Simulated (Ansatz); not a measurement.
Ansatz input file:

```yaml
crystal:
  lattice:
    - [5.6896945745, 0.0, 0.0]
    - [-1.8965648582, 5.3642954887, 0.0]
    - [0.0, 0.0, 25.6321161666]
  atoms:
    - { symbol: Ta, position: [0.25, 0.25, 0.3121084482] }
    - { symbol: Ta, position: [0.25, 0.75, 0.3121084482] }
    - { symbol: Ta, position: [0.75, 0.25, 0.3121084482] }
    - { symbol: Ta, position: [0.75, 0.75, 0.3121084482] }
    - { symbol: Ta, position: [0.5, 0.5, 0.4009311668] }
    - { symbol: Ta, position: [0.5, 0.0, 0.4009311668] }
    - { symbol: Ta, position: [0.0, 0.5, 0.4009311668] }
    - { symbol: Ta, position: [0.0, 0.0, 0.4009311668] }
    - { symbol: Ta, position: [0.75, 0.75, 0.4895806596] }
    - { symbol: Ta, position: [0.75, 0.25, 0.4895806596] }
    - { symbol: Ta, position: [0.25, 0.75, 0.4895806596] }
    - { symbol: Ta, position: [0.25, 0.25, 0.4895806596] }
    - { symbol: S, position: [0.8382969044, 0.6099044118, 0.6375707817] }
    - { symbol: F, position: [0.75994577, 0.6364810184, 0.6958258236] }
    - { symbol: F, position: [0.9166666667, 0.5833333333, 0.5793118385] }
    - { symbol: F, position: [0.9499846782, 0.4025405924, 0.6550488548] }
    - { symbol: F, position: [0.7266277584, 0.8172737594, 0.6200888073] }
    - { symbol: F, position: [1.0993398474, 0.8173919456, 0.6475777588] }
    - { symbol: F, position: [0.5772733116, 0.4024402094, 0.6275599032] }
basis:
  ecutwfc: 420
kpoints:
  mp_grid: { grid: [4, 4, 1] }
hamiltonian:
  xc: pbe
  dispersion: d3bj
scf:
  occupations: { method: gaussian, width: 0.1 }
output:
  forces: true
  eigenvalues: true
  write_density: true
  write_potential: true
  elf: true
  volumetric_format: npy
relax:
  adjacent_minimum: "off"
  f_tol: 0.04
  max_steps: 100
  constraints: [{ sites: [0, 1, 2, 3] }]
efield:
  axis: 3
  dipole_correction: true
  ramp_width: 0.04
```

Run as
```bash
ansatz run input.yaml --threads 4 --pin off --max-ram 10240MiB --backend cpu --events-out ev --progress --plain --runs-dir out
```

These are results of DFT PBE+D3(BJ), scalar-relativistic, plane waves, PAW in Ansatz 0.2.0, not measurements.

Abridged output:

```
Pseudopotentials: kind: paw
Pseudopotential: Ta, paw, valence charge 13, recommended cutoff 420 eV (normal)
Pseudopotential: S, paw, valence charge 6, recommended cutoff 420 eV (normal)
Pseudopotential: F, paw, valence charge 7, recommended cutoff 420 eV (normal)
Functional definition: PBE
Crystal: 19 atoms, lattice volume = 782.323 Å³
Basis set: ecut = 420 eV, 15265 PW (Γ), exchange–correlation on 80×80×360 points (8 copies of the dense FFT grid, shifted against one another)
Bands: 123, of which v1, the nominal top of the filled ones, is band 102 counted from 1 (101 counted from 0)
Symmetry: 1 space group operations
Space group: P1 (ITA 1), of the structure as read, at distance tolerance 9.2e-5 Å
k-points: 10 of 16 (time reversal used)
Initial density: superposition of atomic densities (neutral atoms: chi_scale 0, normalization atom), corrected by the library's trained network
Initial wavefunctions: pseudopotential atomic-orbital guess
Functional: x = pbe(κ = 0.804, μ = 0.21951497), c = pbe(β = 0.06672455)
SCF iter   1: F=—  HF=-124931.531432 eV  |F-HF|=—  |Δ(HF+E_count)|=         —  Δρ=7.50e-3  dr2=8.76e0  ethr=1.77e-3  p=-0.344 e·Å  D=-7.95e-2 V/Å  ΔV_dip=2.04 eV  dr2_dipole=3.62e0  V_vac-E_F(+/−)=6.75/4.71 eV  ⟨swp⟩=9.6  Hψ=6100  notcnv=0  defer=2
efield: sawtooth ramp at fractional position 0.9840 (placed from the atoms, in the widest stretch of the axis that holds none; the zero of the levels goes with the place), width 0.0400; the density the first Hamiltonian is built on has a dipole p = -0.344 e·Å; the dipole correction subtracts the counter field D = -7.95e-2 V/Å, which shifts the + side's vacuum level by +2.04 eV against the − side's; the planar-averaged density in the ramp window peaks in size at 3.4e-5 e/Å³
SCF iter   2: F=—  HF=-124931.141155 eV  |F-HF|=—  |Δ(HF+E_count)|=   3.90e-1  Δρ=7.08e-3  dr2=2.36e0  ethr=1.77e-3  p=0.183 e·Å  D=4.24e-2 V/Å  ΔV_dip=-1.09 eV  dr2_dipole=1.02e0  V_vac-E_F(+/−)=3.68/4.77 eV  ⟨swp⟩=4.2  Hψ=2153  notcnv=0  defer=91
SCF iter   3: F=—  HF=-124931.017865 eV  |F-HF|=—  |Δ(HF+E_count)|=   1.23e-1  Δρ=2.15e-3  dr2=1.25e-1  ethr=1.16e-3  p=-0.002 e·Å  D=-5.24e-4 V/Å  ΔV_dip=0.01 eV  dr2_dipole=4.40e-2  V_vac-E_F(+/−)=4.78/4.76 eV  ⟨swp⟩=3.1  Hψ=2056  notcnv=0  defer=83
SCF iter   4: F=—  HF=-124931.001674 eV  |F-HF|=—  |Δ(HF+E_count)|=   1.62e-2  Δρ=6.49e-4  dr2=6.44e-3  ethr=6.13e-5  p=0.051 e·Å  D=1.18e-2 V/Å  ΔV_dip=-0.30 eV  dr2_dipole=3.22e-4  V_vac-E_F(+/−)=4.46/4.76 eV  ⟨swp⟩=2.8  Hψ=1888  notcnv=0  defer=75
SCF iter   5: F=—  HF=-124931.002080 eV  |F-HF|=—  |Δ(HF+E_count)|=   4.07e-4  Δρ=6.71e-4  dr2=4.17e-3  ethr=3.16e-6  p=0.069 e·Å  D=1.59e-2 V/Å  ΔV_dip=-0.41 eV  dr2_dipole=7.36e-4  V_vac-E_F(+/−)=4.35/4.76 eV  ⟨swp⟩=3.0  Hψ=1960  notcnv=0  defer=75
SCF iter   6: F=—  HF=-124931.001613 eV  |F-HF|=—  |Δ(HF+E_count)|=   4.68e-4  Δρ=1.31e-4  dr2=7.99e-4  ethr=2.04e-6  p=0.068 e·Å  D=1.58e-2 V/Å  ΔV_dip=-0.40 eV  dr2_dipole=3.16e-4  V_vac-E_F(+/−)=4.36/4.76 eV  ⟨swp⟩=2.0  Hψ=1415  notcnv=0  defer=77
SCF iter   7: F=-124931.001609 eV  HF=-124931.001620 eV  |F-HF|=1.10e-5  |Δ(HF+E_count)|=   7.58e-6  Δρ=5.00e-5  dr2=2.44e-5  ethr=1.96e-8  p=0.066 e·Å  D=1.54e-2 V/Å  ΔV_dip=-0.39 eV  dr2_dipole=7.70e-6  V_vac-E_F(+/−)=4.37/4.76 eV  ⟨swp⟩=32.5  Hψ=14557  notcnv=0
SCF 1 converged in 7 iterations: F = -124931.001609 eV  dr2 = 2.44e-5
relax step   1: F+E_penalty+E_count = -124931.00160935 eV  Δ(F+E_penalty+E_count) = +0.000e0 eV  max|allowed force component| = 2.182e0 eV/Å  Δτ_max = 0.0000 Å  (7 SCF iters, dr2 threshold 4.00e-5 eV, accepted)
Initial density: handed on by an earlier stage of this run
Initial wavefunctions: those handed on with the density
SCF iter   1: F=—  HF=-124931.343539 eV  |F-HF|=—  |Δ(HF+E_count)|=         —  Δρ=2.46e-2  dr2=4.12e0  ethr=2.02e-3  p=0.066 e·Å  D=1.54e-2 V/Å  ΔV_dip=-0.39 eV  dr2_dipole=4.82e-1  V_vac-E_F(+/−)=4.40/4.79 eV  ⟨swp⟩=1.0  Hψ=5285  notcnv=0  defer=59
efield: sawtooth ramp at fractional position 0.9840 (handed on by an earlier solve), width 0.0400; the density the first Hamiltonian is built on has a dipole p = 0.066 e·Å; the dipole correction subtracts the counter field D = 1.54e-2 V/Å, which shifts the + side's vacuum level by -0.39 eV against the − side's; the planar-averaged density in the ramp window peaks in size at 1.3e-6 e/Å³
SCF iter   2: F=—  HF=-124931.284146 eV  |F-HF|=—  |Δ(HF+E_count)|=   5.94e-2  Δρ=8.88e-3  dr2=7.71e-1  ethr=2.02e-3  p=0.036 e·Å  D=8.42e-3 V/Å  ΔV_dip=-0.22 eV  dr2_dipole=1.09e-2  V_vac-E_F(+/−)=4.56/4.77 eV  ⟨swp⟩=4.3  Hψ=1850  notcnv=0  defer=60
SCF iter   3: F=—  HF=-124931.141699 eV  |F-HF|=—  |Δ(HF+E_count)|=   1.42e-1  Δρ=4.19e-3  dr2=1.58e-1  ethr=3.78e-4  p=0.048 e·Å  D=1.11e-2 V/Å  ΔV_dip=-0.28 eV  dr2_dipole=7.36e-3  V_vac-E_F(+/−)=4.51/4.79 eV  ⟨swp⟩=4.0  Hψ=2673  notcnv=0  defer=100
SCF iter   4: F=—  HF=-124931.109627 eV  |F-HF|=—  |Δ(HF+E_count)|=   3.21e-2  Δρ=8.41e-4  dr2=1.07e-2  ethr=7.74e-5  p=0.046 e·Å  D=1.07e-2 V/Å  ΔV_dip=-0.27 eV  dr2_dipole=5.73e-4  V_vac-E_F(+/−)=4.52/4.79 eV  ⟨swp⟩=2.0  Hψ=1754  notcnv=0  defer=100
SCF iter   5: F=—  HF=-124931.109069 eV  |F-HF|=—  |Δ(HF+E_count)|=   5.58e-4  Δρ=3.64e-4  dr2=1.10e-3  ethr=5.26e-6  p=0.044 e·Å  D=1.01e-2 V/Å  ΔV_dip=-0.26 eV  dr2_dipole=2.33e-6  V_vac-E_F(+/−)=4.53/4.79 eV  ⟨swp⟩=2.1  Hψ=1963  notcnv=0  defer=98
SCF iter   6: F=—  HF=-124931.109066 eV  |F-HF|=—  |Δ(HF+E_count)|=   2.11e-6  Δρ=1.57e-4  dr2=1.72e-4  ethr=5.39e-7  p=0.040 e·Å  D=9.30e-3 V/Å  ΔV_dip=-0.24 eV  dr2_dipole=5.31e-8  V_vac-E_F(+/−)=4.55/4.79 eV  ⟨swp⟩=3.0  Hψ=1681  notcnv=0  defer=98
SCF iter   7: F=-124931.109117 eV  HF=-124931.109127 eV  |F-HF|=1.02e-5  |Δ(HF+E_count)|=   6.06e-5  Δρ=6.31e-5  dr2=3.21e-5  ethr=4.90e-8  p=0.040 e·Å  D=9.20e-3 V/Å  ΔV_dip=-0.24 eV  dr2_dipole=3.12e-10  V_vac-E_F(+/−)=4.56/4.79 eV  ⟨swp⟩=27.2  Hψ=14258  notcnv=0
SCF 2 converged in 7 iterations: F = -124931.109117 eV  dr2 = 3.21e-5
relax step   2: F+E_penalty+E_count = -124931.10911691 eV  Δ(F+E_penalty+E_count) = -1.075e-1 eV  max|allowed force component| = 8.298e-1 eV/Å  Δτ_max = 0.1922 Å  (7 SCF iters, dr2 threshold 1.00e-4 eV, accepted)
SCF iter   1: F=—  HF=-124931.425887 eV  |F-HF|=—  |Δ(HF+E_count)|=         —  Δρ=2.49e-2  dr2=3.65e0  ethr=1.79e-3  p=0.040 e·Å  D=9.20e-3 V/Å  ΔV_dip=-0.24 eV  dr2_dipole=6.58e-1  V_vac-E_F(+/−)=4.54/4.78 eV  ⟨swp⟩=1.2  Hψ=5180  notcnv=0  defer=18
efield: sawtooth ramp at fractional position 0.9840 (handed on by an earlier solve), width 0.0400; the density the first Hamiltonian is built on has a dipole p = 0.040 e·Å; the dipole correction subtracts the counter field D = 9.20e-3 V/Å, which shifts the + side's vacuum level by -0.24 eV against the − side's; the planar-averaged density in the ramp window peaks in size at 5.5e-6 e/Å³
   ...
SCF 21 converged in 7 iterations: F = -124931.385237 eV  dr2 = 6.94e-8
relax step  21: F+E_penalty+E_count = -124931.38523674 eV  Δ(F+E_penalty+E_count) = -4.145e-4 eV  max|allowed force component| = 9.572e-2 eV/Å  Δτ_max = 0.0863 Å  (7 SCF iters, accepted)
SCF iter   1: F=—  HF=-124931.385668 eV  |F-HF|=—  |Δ(HF+E_count)|=         —  Δρ=2.05e-3  dr2=5.40e-3  ethr=1.64e-5  p=-0.007 e·Å  D=-1.55e-3 V/Å  ΔV_dip=0.04 eV  dr2_dipole=2.19e-4  V_vac-E_F(+/−)=4.80/4.76 eV  ⟨swp⟩=3.0  Hψ=2250  notcnv=0
efield: sawtooth ramp at fractional position 0.9840 (handed on by an earlier solve), width 0.0400; the density the first Hamiltonian is built on has a dipole p = -0.007 e·Å; the dipole correction subtracts the counter field D = -1.55e-3 V/Å, which shifts the + side's vacuum level by +0.04 eV against the − side's; the planar-averaged density in the ramp window peaks in size at 2.1e-6 e/Å³
SCF iter   2: F=—  HF=-124931.386499 eV  |F-HF|=—  |Δ(HF+E_count)|=   8.31e-4  Δρ=4.88e-4  dr2=1.07e-3  ethr=2.65e-6  p=0.001 e·Å  D=3.44e-4 V/Å  ΔV_dip=-0.01 eV  dr2_dipole=3.60e-5  V_vac-E_F(+/−)=4.75/4.76 eV  ⟨swp⟩=2.4  Hψ=1776  notcnv=0
SCF iter   3: F=—  HF=-124931.386141 eV  |F-HF|=—  |Δ(HF+E_count)|=   3.58e-4  Δρ=2.13e-4  dr2=2.14e-4  ethr=5.24e-7  p=-0.003 e·Å  D=-6.16e-4 V/Å  ΔV_dip=0.02 eV  dr2_dipole=5.41e-7  V_vac-E_F(+/−)=4.78/4.76 eV  ⟨swp⟩=3.0  Hψ=1860  notcnv=0
SCF iter   4: F=—  HF=-124931.386089 eV  |F-HF|=—  |Δ(HF+E_count)|=   5.16e-5  Δρ=6.99e-5  dr2=2.80e-5  ethr=1.05e-7  p=-0.003 e·Å  D=-7.42e-4 V/Å  ΔV_dip=0.02 eV  dr2_dipole=7.86e-7  V_vac-E_F(+/−)=4.78/4.76 eV  ⟨swp⟩=3.0  Hψ=1684  notcnv=0
SCF iter   5: F=-124931.386082 eV  HF=-124931.386082 eV  |F-HF|=6.13e-7  |Δ(HF+E_count)|=   7.11e-6  Δρ=1.40e-5  dr2=1.21e-6  ethr=4.49e-9  p=-0.003 e·Å  D=-6.03e-4 V/Å  ΔV_dip=0.02 eV  dr2_dipole=1.06e-8  V_vac-E_F(+/−)=4.78/4.76 eV  ⟨swp⟩=21.1  Hψ=13352  notcnv=0
SCF 22 converged in 5 iterations: F = -124931.386082 eV  dr2 = 1.21e-6
relax step  22: F+E_penalty+E_count = -124931.38608158 eV  Δ(F+E_penalty+E_count) = -8.448e-4 eV  max|allowed force component| = 4.717e-2 eV/Å  Δτ_max = 0.0211 Å  (5 SCF iters, dr2 threshold 9.16e-6 eV, accepted)
SCF iter   1: F=—  HF=-124931.384225 eV  |F-HF|=—  |Δ(HF+E_count)|=         —  Δρ=3.56e-3  dr2=1.33e-2  ethr=1.04e-4  p=-0.003 e·Å  D=-6.03e-4 V/Å  ΔV_dip=0.02 eV  dr2_dipole=3.52e-5  V_vac-E_F(+/−)=4.78/4.76 eV  ⟨swp⟩=3.1  Hψ=2261  notcnv=0  defer=24
efield: sawtooth ramp at fractional position 0.9840 (handed on by an earlier solve), width 0.0400; the density the first Hamiltonian is built on has a dipole p = -0.003 e·Å; the dipole correction subtracts the counter field D = -6.03e-4 V/Å, which shifts the + side's vacuum level by +0.02 eV against the − side's; the planar-averaged density in the ramp window peaks in size at 2.4e-6 e/Å³
SCF iter   2: F=—  HF=-124931.386960 eV  |F-HF|=—  |Δ(HF+E_count)|=   2.74e-3  Δρ=4.20e-4  dr2=9.37e-4  ethr=6.51e-6  p=0.004 e·Å  D=9.30e-4 V/Å  ΔV_dip=-0.02 eV  dr2_dipole=5.25e-5  V_vac-E_F(+/−)=4.74/4.76 eV  ⟨swp⟩=2.0  Hψ=1695  notcnv=0  defer=23
SCF iter   3: F=—  HF=-124931.386821 eV  |F-HF|=—  |Δ(HF+E_count)|=   1.40e-4  Δρ=3.42e-4  dr2=6.36e-4  ethr=4.59e-7  p=-0.001 e·Å  D=-1.86e-4 V/Å  ΔV_dip=0.00 eV  dr2_dipole=3.97e-6  V_vac-E_F(+/−)=4.77/4.76 eV  ⟨swp⟩=3.0  Hψ=1931  notcnv=0  defer=23
SCF iter   4: F=—  HF=-124931.386654 eV  |F-HF|=—  |Δ(HF+E_count)|=   1.66e-4  Δρ=6.83e-5  dr2=3.08e-5  ethr=3.12e-7  p=0.001 e·Å  D=1.20e-4 V/Å  ΔV_dip= 0.00 eV  dr2_dipole=2.84e-7  V_vac-E_F(+/−)=4.76/4.76 eV  ⟨swp⟩=3.0  Hψ=1491  notcnv=0  defer=23
SCF iter   5: F=—  HF=-124931.386908 eV  |F-HF|=—  |Δ(HF+E_count)|=   2.53e-4  Δρ=1.75e-5  dr2=1.30e-6  ethr=1.51e-8  p=0.001 e·Å  D=2.11e-4 V/Å  ΔV_dip=-0.01 eV  dr2_dipole=1.27e-9  V_vac-E_F(+/−)=4.76/4.76 eV  ⟨swp⟩=2.5  Hψ=1673  notcnv=0  defer=23
SCF iter   6: F=—  HF=-124931.386907 eV  |F-HF|=—  |Δ(HF+E_count)|=   2.36e-7  Δρ=4.75e-6  dr2=1.22e-7  ethr=6.38e-10  p=0.001 e·Å  D=2.30e-4 V/Å  ΔV_dip=-0.01 eV  dr2_dipole=3.88e-9  V_vac-E_F(+/−)=4.76/4.76 eV  ⟨swp⟩=3.0  Hψ=1999  notcnv=0  defer=23
SCF iter   7: F=-124931.386908 eV  HF=-124931.386908 eV  |F-HF|=3.67e-9  |Δ(HF+E_count)|=   1.04e-7  Δρ=2.10e-6  dr2=2.93e-8  ethr=4.90e-11  p=0.001 e·Å  D=2.28e-4 V/Å  ΔV_dip=-0.01 eV  dr2_dipole=2.47e-10  V_vac-E_F(+/−)=4.76/4.76 eV  ⟨swp⟩=19.6  Hψ=10776  notcnv=0
SCF 23 converged in 7 iterations: F = -124931.386908 eV  dr2 = 2.93e-8
relax step  23: F+E_penalty+E_count = -124931.38690754 eV  Δ(F+E_penalty+E_count) = -8.260e-4 eV  max|allowed force component| = 5.845e-3 eV/Å  Δτ_max = 0.0450 Å  (7 SCF iters, accepted)
WARN: The output density's exchange-correlation potential varies sharply where the density is thin. Do not read a vacuum level from v_tot or v_xc, or from such a field of the output density. On a cell that repeats whose density bears no net charge and no dipole along the vacuum's axis use v_es (v_loc + v_h of the components); under efield.dipole_correction with no amplitude use v_es + v_field, which holds any external_charges[].barrier, or the levels of the report's work_function block, which leave it out; under a non-zero efield.amplitude the vacuum is tilted and has no level; on a cell that repeats and bears such a dipole with no correction it is tilted too, and efield.dipole_correction wi ...
SCF converged after 7 iterations
Free energy (F): -124931.386908 eV
Harris-Foulkes:  -124931.386908 eV  (|F-HF|=3.67e-9)
Internal energy: -124931.308205 eV  (E = F + TS)
E sigma→0 (E₀):  -124931.347556 eV
Entropy (-TS):   -0.078702 eV (-4.142 meV/atom)
Fermi energy:    2.904633 eV
Dipole field:    D = 0.000217 V/Å  (p = 0.000939 e·Å, saw-weighted, corrected)
Work function:   Φ+ = 4.7555 eV   Φ− = 4.7611 eV
Levels:          The Fermi level and band energies are counted from a zero that moves with the ramp; work functions are not
--- Per-component energies (eV) ---
  E_band       = -4215.668438
  E_kinetic    = 5731.115774
  E_local      = -182560.939611  (includes V_loc(G=0)·N_el)
  E_nonlocal   = 647.279775
  E_hartree    = 88427.188791
  E_xc         = -3184.068773
  E_vxc        = -3132.789790  (∫ρ·V_xc dr)
  E_paw        = -102561.475753  (= ΣΔE_a)
  E_vpaw       = -1754.767525  (= ΣTr[D̂ρ^β])
  E_aug_tail   = 0.014301  (compensation charges beyond the density's cutoff)
  E_efield     = 0.000000  (sawtooth field / dipole correction)
  E_vefield    = 0.047574  (∫n·V_field dr)
  E_ewald      = 68575.176541
  E_disp       = -5.599250  (pairwise vdW)
  E_smearing   = -0.078702  (= −TS)
--- Forces (eV/Å), atoms counted from 1 ---
  atom   1  Ta     0.01980654    -0.01176863    -0.00440355
  atom   2  Ta    -0.01693294     0.01364655     0.00231551
  atom   3  Ta    -0.01705730     0.01419860     0.00313221
  atom   4  Ta     0.01808393    -0.01258498    -0.00029770
  atom   5  Ta    -0.00096276     0.00124673     0.00012964
  atom   6  Ta     0.00121631    -0.00138995     0.00009507
  atom   7  Ta     0.00214297    -0.00140592    -0.00015502
  atom   8  Ta    -0.00188294     0.00040702    -0.00100705
  atom   9  Ta    -0.00057505     0.00051372     0.00033243
  atom  10  Ta    -0.00032819     0.00025770    -0.00098974
  atom  11  Ta     0.00103374    -0.00025220    -0.00048032
  atom  12  Ta     0.00008636     0.00131761     0.00330266
  atom  13  S     -0.00165455    -0.00407575    -0.00488621
  atom  14  F      0.00223658    -0.00145539    -0.00192387
  atom  15  F     -0.00262964     0.00166328     0.00206015
  atom  16  F     -0.00584490     0.00117995    -0.00196753
  atom  17  F      0.00406821    -0.00122459     0.00091338
  atom  18  F     -0.00127418    -0.00307570     0.00404495
  atom  19  F      0.00046626     0.00280089    -0.00017414
--- Band table (eV; the first three rows and the last of 10) ---
  k-point 0: bands = ["-64.5599", "-64.5514", "-64.4926", "-64.4888", "-64.4883", "-64.4883", "-64.4479", "-64.4434", "-64.2157", "-64.1616", "-64.1611", "-64.1106", "-31.6011", "-31.5997", "-31.5936", "-31.5506", "-31.5154", "-31.4945", "-31.4939", "-31.4786", "-31.4781", "-31.2323", "-31.2233", "-31.2192", "-31.1983", "-31.1110", "-31.1078", "-31.1061", "-31.0359", "-30.8740", "-30.8720", "-30.7693", "-30.7673", "-30.7497", "-30.7136", "-30.6777", "-30.6033", "-30.6022", "-30.5240", "-30.4801", "-30.4743", "-30.4679", "-30.4585", "-30.4571", "-30.3010", "-30.2978", "-30.2977", "-30.2501", "-27.4209", "-24.4682", "-24.4588", "-24.4517", "-23.2849", "-23.2676", "-12.9629", "-8.8595", "-8.835 ...
  k-point 1: bands = ["-64.5499", "-64.5424", "-64.5008", "-64.4981", "-64.4837", "-64.4821", "-64.4539", "-64.4500", "-64.2078", "-64.1693", "-64.1539", "-64.1181", "-31.5613", "-31.5201", "-31.5098", "-31.5002", "-31.4653", "-31.4587", "-31.4418", "-31.4245", "-31.3490", "-31.2503", "-31.2453", "-31.2326", "-31.1655", "-31.1258", "-31.1206", "-31.0882", "-31.0558", "-30.9046", "-30.8353", "-30.8163", "-30.8145", "-30.8069", "-30.7182", "-30.7004", "-30.6801", "-30.5982", "-30.5422", "-30.5324", "-30.4967", "-30.4886", "-30.4819", "-30.4565", "-30.3978", "-30.3946", "-30.2976", "-30.2817", "-27.4198", "-24.4679", "-24.4600", "-24.4535", "-23.2860", "-23.2662", "-12.9524", "-8.8585", "-8.834 ...
  k-point 2: bands = ["-64.5291", "-64.5227", "-64.5212", "-64.5183", "-64.4720", "-64.4671", "-64.4669", "-64.4639", "-64.1887", "-64.1883", "-64.1362", "-64.1358", "-31.4753", "-31.4720", "-31.4320", "-31.4288", "-31.4245", "-31.4213", "-31.3526", "-31.3506", "-31.2933", "-31.2889", "-31.1804", "-31.1771", "-31.0885", "-31.0852", "-31.0676", "-31.0637", "-31.0152", "-31.0131", "-30.9827", "-30.9810", "-30.9077", "-30.9058", "-30.6843", "-30.6832", "-30.6263", "-30.6242", "-30.5766", "-30.5757", "-30.5704", "-30.5679", "-30.5065", "-30.5062", "-30.4624", "-30.4617", "-30.2941", "-30.2939", "-27.4187", "-24.4680", "-24.4610", "-24.4552", "-23.2871", "-23.2647", "-12.9418", "-8.8588", "-8.838 ...
  k-point 9: bands = ["-64.5117", "-64.5019", "-64.4996", "-64.4959", "-64.4889", "-64.4884", "-64.4883", "-64.4868", "-64.1639", "-64.1632", "-64.1614", "-64.1610", "-31.4054", "-31.3956", "-31.3423", "-31.3416", "-31.3365", "-31.3354", "-31.1656", "-31.1538", "-31.1191", "-31.1185", "-31.1094", "-31.1072", "-31.0574", "-31.0253", "-31.0217", "-31.0172", "-31.0160", "-30.9964", "-30.9901", "-30.9894", "-30.9883", "-30.9711", "-30.9056", "-30.8855", "-30.7482", "-30.7459", "-30.7454", "-30.7447", "-30.5790", "-30.5769", "-30.5263", "-30.5250", "-30.5139", "-30.5096", "-30.4873", "-30.4844", "-27.4174", "-24.4684", "-24.4609", "-24.4530", "-23.2867", "-23.2717", "-12.9365", "-8.8580", "-8.824 ...
--- Relaxed structure (23 steps of the walk, 21 accepted, 0 SCFs on fresh bases) ---
  F+E_penalty+E_count = -124931.38690754 eV   max|allowed force component| = 5.845e-3 eV/Å
  atoms:
    - { symbol: Ta, position: [0.25, 0.25000000, 0.3121084482] }
    - { symbol: Ta, position: [0.24999999, 0.75000000, 0.3121084482] }
    - { symbol: Ta, position: [0.75000000, 0.25000000, 0.3121084482] }
    - { symbol: Ta, position: [0.75, 0.75000000, 0.3121084482] }
    - { symbol: Ta, position: [0.50010293, 0.50011777, 0.40071156] }
    - { symbol: Ta, position: [0.50017905, -6.11639156e-6, 0.40067773] }
    - { symbol: Ta, position: [0.00011676, 0.50000468, 0.40067595] }
    - { symbol: Ta, position: [3.78663821e-5, 4.37102273e-5, 0.40070505] }
    - { symbol: Ta, position: [0.74857647, 0.75188729, 0.48933004] }
    - { symbol: Ta, position: [0.75191840, 0.24848444, 0.48915014] }
    - { symbol: Ta, position: [0.25166038, 0.74849186, 0.48913038] }
    - { symbol: Ta, position: [0.24889635, 0.25136353, 0.48921394] }
    - { symbol: S, position: [0.76963720, 0.60252718, 0.66192172] }
    - { symbol: F, position: [0.60914873, 0.71310478, 0.69977810] }
    - { symbol: F, position: [0.93020601, 0.49248709, 0.62344824] }
    - { symbol: F, position: [0.81153087, 0.43320958, 0.70825979] }
    - { symbol: F, position: [0.72756813, 0.77334343, 0.61491767] }
    - { symbol: F, position: [1.01785224, 0.82237541, 0.67840383] }
    - { symbol: F, position: [0.52158295, 0.38336444, 0.64479503] }
```

The relaxation met its thresholds.

The run took 13 min on 4 threads of Arm Neoverse V2 (shared host), peak memory 2.3 GiB.

Spin–orbit coupling is left out, which can shift energies with elements as heavy as these.